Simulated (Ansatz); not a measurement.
**Relaxing a structure of In**

The start is a generated trial cell of In in the simple-cubic structure type. A full variable-cell relaxation at zero pressure is run with PBE (plane waves to 420 eV, PAW, scalar-relativistic; Ansatz, a first-principles code). The first steps use a coarse 11×11×11 k-mesh.

The start:
```
CELL_PARAMETERS angstrom
      3.08442     0.00000     0.00000
      0.00000     3.08442     0.00000
      0.00000     0.00000     3.08442
ATOMIC_POSITIONS crystal
  In 0.00000 0.00000 0.00000
```

Q: How does the volume per atom move from start to end?

A: +0.6 %, from 29.34 to 29.52 Å³/atom.

Q: How do the shortest distances between atoms change?

A: The closest pairs of elements (up to four, under 3.6 Å), start → end: In–In 3.08 → 3.09 Å.

Q: Give the final cell and atomic positions.

A: 
```cif
data_In
_chemical_formula_sum 'In1'
_space_group_name_H-M_alt 'Pm-3m'
_space_group_IT_number 221
_space_group_name_Hall '-P 4 2 3'
_cell_length_a 3.09072
_cell_length_b 3.09072
_cell_length_c 3.09072
_cell_angle_alpha 90.000
_cell_angle_beta 90.000
_cell_angle_gamma 90.000
loop_
_atom_site_label
_atom_site_type_symbol
_atom_site_symmetry_multiplicity
_atom_site_Wyckoff_symbol
_atom_site_fract_x
_atom_site_fract_y
_atom_site_fract_z
_atom_site_occupancy
In1 In 1 a 0.00000 0.00000 0.00000 1
```

The space group stays Pm-3m (No. 221) (the run could not lower it); the end is simple cubic type, with 1 atom in the primitive cell. Final values are on a 15×15×15 k-mesh of the relaxed cell. No spin polarisation in the result.

The run could not lower the symmetry of its start; a shaken copy of this end point relaxes with PBE to I4/mmm (No. 139), 0.10 eV/atom lower.

The relaxed structure here is a generated cell of In: the first start was made by placing the elements on the sites of a structure type, and the end was not matched to a known phase here, so it may be hypothetical. Known forms of In include space group No. 139.
